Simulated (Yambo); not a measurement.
CaSe (rock salt, space group Fm-3m, No. 225), G0W0@PBE in Yambo with this input:

```
rim_cut
gw0
dyson
el_el_corr
HF_and_locXC
ppa
em1d
RandQpts= 1000000
RandGvec= 1 Ry
EXXRLvcs= 104 Ry
VXCRLvcs= 416 Ry
Chimod= "HARTREE"
% BndsRnXp
 10 | 232 |
%
NGsBlkXp= 15 Ry
% LongDrXp
 1.0 | 1.0 | 1.0 |
%
PPAPntXp= 27.2114 eV
% GbndRnge
 1 | 232 |
%
GTermKind= "BG"
DysSolver= "n"
ExtendOut
```

On a 4×4×4 mesh, with wavefunctions cut at 104 Ry, the gap (Γ → X) is 3.506 eV and the valence edge shifts by -0.977 eV.

What happens with this change: 9 Ry block?

The gap falls by 0.031 eV, to 3.475 eV; the shift of the valence edge becomes -0.926 eV. Neither run is shown to be the converged limit.

Spin-orbit coupling is not included.

Geometry relaxed with PBEsol; primitive cell a = 4.1485 Å, b = 4.1485 Å, c = 4.1485 Å, α = 60.00°, β = 60.00°, γ = 60.00°.

A shift is the quasiparticle energy of the state minus its PBE energy.

The potentials are those of PseudoDojo's stringent table.
